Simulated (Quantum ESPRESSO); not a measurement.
Hf3TaNO7 (made-up cell), HfZrTiGaO7F (made-up cell), HfTaNbO6F2 (made-up cell, one site empty) (calculated)

Calculation on a made-up crystal cell, not a measurement, with one named mistake planted (healthy values lack it): periodic Kohn-Sham density functional theory in plane waves with PseudoDojo standard norm-conserving scalar-relativistic pseudopotentials, each functional with its own files (v0.5 for PBE, v0.4.1 for LDA and PBEsol), no spin polarisation, no spin-orbit coupling, atoms not relaxed, stress positive in tension, energies less a fixed whole-eV offset for each atom's element; levels are Kohn-Sham levels at fractions of this cell's reciprocal vectors, counted from the reference band (half the neutral cell's valence electrons, rounded up) at Gamma; error bars cover cutoff and k-mesh only, not smearing or the files; each bar is the largest change over components, and at least 0.002 eV, 0.002 eV per angstrom or 0.02 GPa; a charged cell sits in a uniform background, with energy and stress on this program's zero of potential; no dispersion term; energies are for the whole cell, and the offsets were chosen from early runs and are not element reference energies; a distance is the largest change of any value in units of its error bar (the energy's for the smearing term), a scale change is of lengths, and a coarse mesh keeps the half-step shift; machines and their load varied, so run times do not measure scaling. Program: Quantum ESPRESSO 7.5.

Common to all runs: lattice type fluorite; intended functional pbe; intended cutoff 1143 eV; intended fermi dirac smearing 0.025 eV; intended scf tolerance 1e-07 eV; intended electrons removed 0; healthy smearing term minus ts 0 eV; faulty run command mpirun -np 4 pw.x -nk 4 -in in; structure shown as intended, without the mistake.

Notes on all entries: the hafnium pseudopotential is less sure than the others, with forces about 3 percent (worst 6) and pressure in oxides about 1.5 GPa (worst 2.7) from a second method in checks, which the error bars do not cover.

(1) Hf3TaNO7 (made-up cell)

Intended structure:
```
cell vectors (Å)
   5.1343     0.0165     0.0570
   0.0165     5.0496     0.0017
   0.0570     0.0017     5.1750
atoms (fractions of the cell vectors)
Hf  0.00996  0.00523  0.00447
Hf  0.00938  0.51120  0.51028
Ta  0.49016 -0.00702  0.50293
Hf  0.48888  0.49208  0.01646
O   0.25396  0.25166  0.23795
O   0.24309  0.25735  0.74877
O   0.25470  0.77982  0.25093
O   0.25639  0.74152  0.76269
O   0.74428  0.25143  0.24511
N   0.74252  0.25219  0.75974
O   0.74142  0.75480  0.24312
O   0.75598  0.76844  0.72640
```

* healthy free energy less offsets: -5.586 eV
* healthy scf iterations: 17
* healthy pressure: -6.44 GPa
* healthy stress xx: 8.66 GPa
* healthy stress yy: -0.39 GPa
* healthy stress zz: 11.06 GPa
* healthy stress yz: 1.2 GPa
* healthy stress xz: 0.6 GPa
* healthy stress xy: 1.42 GPa
* healthy reference band: 48
* fault kind: wide smearing
* fault smearing: 0.57 eV
* faulty run processor: AMD EPYC, older, virtual cores
* intended k mesh: 4 x 4 x 4, shifted by half a step
* faulty free energy less offsets: -6.351 eV
* faulty scf iterations: 15
* faulty smearing term minus ts: -2.143 eV
* faulty pressure: -4.459 GPa
* faulty stress xx: 5.986 GPa
* faulty stress yy: -1.065 GPa
* faulty stress zz: 8.455 GPa
* faulty stress yz: 0.7801 GPa
* faulty stress xz: 0.0951 GPa
* faulty stress xy: 1.083 GPa
* faulty reference band: 48
* other mistakes compared: 7
* distance from healthy: 1071 error bars
* distance from nearest other mistake: 1071 error bars
* healthy error bar energy: 0.002 eV
* healthy error bar stress: 0.04386 GPa
* healthy error bar force: 0.009319 eV/Å
* healthy error bar next band up: 0.00434 eV
* faulty wall time of scf and band steps on a shared machine: 150.2 s

Atoms:
```
atoms element  atom site  atom energy offset (eV)
           Hf          1                    -1535
           Hf          2                    -1535
           Ta          3                    -1770
           Hf          4                    -1535
            O          5                     -452
            O          6                     -452
            O          7                     -452
            O          8                     -452
            O          9                     -452
            N         10                     -283
            O         11                     -452
            O         12                     -452
```

Healthy forces:
```
site  x (eV/Å)  y (eV/Å)  z (eV/Å)
   1    -2.887     1.416    -1.419
   2    -2.767    -1.489     0.987
   3     3.909     1.783     1.922
   4     2.832    -0.926    -1.786
   5    -0.313     0.555     1.184
   6     0.265    -1.105    -1.081
   7    -0.232    -0.922     1.416
   8     0.258     0.997    -1.089
   9     0.103    -0.437     1.377
  10    -0.728     0.225    -1.163
  11    -0.094     0.009     0.127
  12    -0.345    -0.106    -0.474
```

Healthy levels:
```
level k point  next band up (eV)
        Gamma              0.773
(1/2,1/2,1/2)               1.01
   (0.15,0,0)              0.871
   (0,0.15,0)              0.889
   (0,0,0.15)              0.872
```

Faulty forces:
```
site  x (eV/Å)  y (eV/Å)  z (eV/Å)
   1    -2.214    0.9156   -0.9104
   2    -2.055   -0.9948    0.5278
   3     2.749     1.233     1.062
   4     2.196   -0.3994    -1.232
   5   -0.3882    0.5989     1.056
   6    0.2596   -0.9588    -0.893
   7   -0.3388    -1.066     1.155
   8    0.1319    0.8497    -0.887
   9    0.2016   -0.3247     1.282
  10   -0.4052    0.3009    -1.012
  11   0.06299  -0.08351  -0.02207
  12   -0.1999  -0.07055   -0.1271
```

Faulty levels:
```
level k point  next band up (eV)
        Gamma              1.361
(1/2,1/2,1/2)              1.631
   (0.15,0,0)              1.457
   (0,0.15,0)              1.473
   (0,0,0.15)              1.465
```

(2) HfZrTiGaO7F (made-up cell)

Intended structure:
```
cell vectors (Å)
   4.9063     0.0000     0.0000
   0.0000     4.9063     0.0000
   0.0000     0.0000     4.9063
atoms (fractions of the cell vectors)
Ga  0.01386 -0.02213 -0.01510
Ti  0.00828  0.52740  0.48776
Hf  0.51750  0.03377  0.53105
Zr  0.46662  0.49697  0.00236
F   0.25881  0.24267  0.27312
O   0.28649  0.25530  0.75678
O   0.23474  0.72921  0.28406
O   0.25376  0.75250  0.78059
O   0.77661  0.24723  0.24544
O   0.77203  0.26680  0.76194
O   0.74576  0.72295  0.21713
O   0.73542  0.73697  0.75801
```

* healthy free energy less offsets: 4.45 eV
* healthy scf iterations: 17
* healthy pressure: 24.73 GPa
* healthy stress xx: -20.99 GPa
* healthy stress yy: -26.34 GPa
* healthy stress zz: -26.85 GPa
* healthy stress yz: -1.07 GPa
* healthy stress xz: -3.04 GPa
* healthy stress xy: 0.01 GPa
* healthy reference band: 49
* fault kind: atoms exchanged
* fault first exchanged site: 5
* fault second exchanged site: 12
* faulty run processor: Intel Xeon, older, virtual cores
* intended k mesh: 5 x 5 x 5, shifted by half a step
* faulty free energy less offsets: 4.267 eV
* faulty scf iterations: 16
* faulty smearing term minus ts: 0 eV
* faulty pressure: 24.38 GPa
* faulty stress xx: -22.95 GPa
* faulty stress yy: -25.06 GPa
* faulty stress zz: -25.13 GPa
* faulty stress yz: -1.194 GPa
* faulty stress xz: -3.067 GPa
* faulty stress xy: -0.1753 GPa
* faulty reference band: 49
* other mistakes compared: 7
* distance from healthy: 2186 error bars
* distance from nearest other mistake: 2006 error bars
* healthy error bar energy: 0.00319 eV
* healthy error bar stress: 0.03882 GPa
* healthy error bar force: 0.002 eV/Å
* healthy error bar next band up: 0.002 eV
* faulty wall time of scf and band steps on a shared machine: 379.8 s

Atoms:
```
atoms element  atom site  atom energy offset (eV)
           Ga          1                    -2080
           Ti          2                    -1614
           Hf          3                    -1535
           Zr          4                    -1377
            F          5                     -677
            O          6                     -452
            O          7                     -452
            O          8                     -452
            O          9                     -452
            O         10                     -452
            O         11                     -452
            O         12                     -452
```

Healthy forces:
```
site  x (eV/Å)  y (eV/Å)  z (eV/Å)
   1    -3.379     0.003     0.111
   2    -4.937     0.193     1.082
   3     4.348    -3.454    -0.396
   4      5.48     1.473     1.035
   5    -0.748     -0.66    -0.397
   6     -3.67    -1.062    -0.914
   7     0.831     1.234     0.131
   8    -2.223     1.712    -1.233
   9     0.256    -1.082     1.447
  10      1.22    -1.326    -0.539
  11     1.525     1.756      2.76
  12     1.297     1.213    -3.087
```

Healthy levels:
```
level k point  next band up (eV)
        Gamma              0.779
(1/2,1/2,1/2)              1.745
   (0.15,0,0)              0.867
   (0,0.15,0)                  1
   (0,0,0.15)              0.975
```

Faulty forces:
```
site  x (eV/Å)  y (eV/Å)  z (eV/Å)
   1   -0.8373     2.417     2.689
   2   -0.5652    -3.243    -2.727
   3    0.6818      0.27    -3.771
   4     2.389    -2.132     4.498
   5   -0.3507   -0.2062    -0.243
   6    -3.188   -0.9319    -0.826
   7     0.483     1.196    0.5335
   8    -2.495     1.859    -1.391
   9  -0.09788   -0.9162     1.519
  10      1.27    -1.201   -0.4658
  11     1.521     2.077     2.371
  12     1.189    0.8125    -2.187
```

Faulty levels:
```
level k point  next band up (eV)
        Gamma             0.7312
(1/2,1/2,1/2)              1.711
   (0.15,0,0)             0.8372
   (0,0.15,0)             0.9489
   (0,0,0.15)             0.9251
```

(3) HfTaNbO6F2 (made-up cell, one site empty)

Intended structure:
```
cell vectors (Å)
   5.1454    -0.0178     0.0109
  -0.0178     5.0473    -0.0070
   0.0109    -0.0070     5.1898
atoms (fractions of the cell vectors)
Hf -0.02396 -0.03495  0.00364
Nb  0.51812  0.02398  0.50480
Ta  0.49685  0.49818 -0.01180
F   0.23417  0.23896  0.23408
O   0.23439  0.24145  0.74057
O   0.25171  0.74641  0.22434
O   0.23352  0.73932  0.76179
O   0.75898  0.24695  0.23318
O   0.72114  0.22507  0.73901
O   0.75149  0.73825  0.26906
F   0.75602  0.74753  0.73338
```

* empty site: 2
* healthy free energy less offsets: 11.794 eV
* healthy scf iterations: 19
* healthy pressure: -17.36 GPa
* healthy stress xx: 20.23 GPa
* healthy stress yy: 12.18 GPa
* healthy stress zz: 19.68 GPa
* healthy stress yz: 3.95 GPa
* healthy stress xz: -5.35 GPa
* healthy stress xy: -4.97 GPa
* healthy reference band: 44
* fault kind: low cutoff
* fault cutoff: 625 eV
* faulty run processor: Intel Xeon, 2023 or later, virtual cores
* intended k mesh: 4 x 4 x 4, shifted by half a step
* faulty stress xy: ?
* faulty stress xz: ?

Atoms:
```
atoms element  atom site  atom energy offset (eV)
           Hf          1                    -1535
           Nb          3                    -1693
           Ta          4                    -1770
            F          5                     -677
            O          6                     -452
            O          7                     -452
            O          8                     -452
            O          9                     -452
            O         10                     -452
            O         11                     -452
            F         12                     -677
```

Healthy forces:
```
site  x (eV/Å)  y (eV/Å)  z (eV/Å)
   1     2.559     0.073     1.249
   3    -1.101     0.517    -0.893
   4    -3.834     1.152     0.953
   5     1.656     0.236    -0.039
   6     2.244    -0.572     0.625
   7     1.961    -0.262    -0.635
   8     3.323     -0.18     0.029
   9    -3.188    -0.667    -0.528
  10    -0.617    -0.027     0.415
  11    -1.794     0.825    -2.021
  12    -1.209    -1.096     0.846
```

Healthy levels:
```
level k point  next band up (eV)
        Gamma              0.644
(1/2,1/2,1/2)              0.752
   (0.15,0,0)              0.701
   (0,0.15,0)              0.689
   (0,0,0.15)              0.723
```

Q: HfTaNbO6F2 (made-up cell, one site empty) (entry 3): faulty stress xy?
A: -5.387 GPa

Q: Give the missing faulty stress xz for HfTaNbO6F2 (made-up cell, one site empty) (entry 3).
A: -5.366 GPa

Further results for HfTaNbO6F2 (made-up cell, one site empty) (entry 3):

- faulty free energy less offsets: 23.53 eV
- faulty scf iterations: 18
- faulty smearing term minus ts: 0 eV
- faulty pressure: -75.95 GPa
- faulty stress xx: 78.52 GPa
- faulty stress yy: 71.12 GPa
- faulty stress zz: 78.2 GPa
- faulty stress yz: 4.263 GPa
- faulty reference band: 44
- other mistakes compared: 7
- distance from healthy: 5867 error bars
- distance from nearest other mistake: 1385 error bars
- healthy error bar energy: 0.002 eV
- healthy error bar stress: 0.05742 GPa
- healthy error bar force: 0.009017 eV/Å
- healthy error bar next band up: 0.002229 eV
- faulty wall time of scf and band steps on a shared machine: 62.6 s

Faulty forces:
```
site  x (eV/Å)  y (eV/Å)  z (eV/Å)
   1      2.54   0.00828     1.269
   3    -1.078    0.5302   -0.9396
   4    -3.862     1.178    0.9445
   5     1.557    0.2091  -0.04919
   6     2.238   -0.5042     0.533
   7      1.93   -0.2434   -0.6499
   8     3.265   -0.2071   0.09798
   9    -3.154   -0.6547   -0.5408
  10   -0.5637   -0.0629    0.4716
  11    -1.729    0.7727    -2.002
  12    -1.144    -1.026    0.8655
```

Faulty levels:
```
level k point  next band up (eV)
        Gamma             0.6259
(1/2,1/2,1/2)             0.7294
   (0.15,0,0)             0.6817
   (0,0.15,0)             0.6702
   (0,0,0.15)             0.7043
```
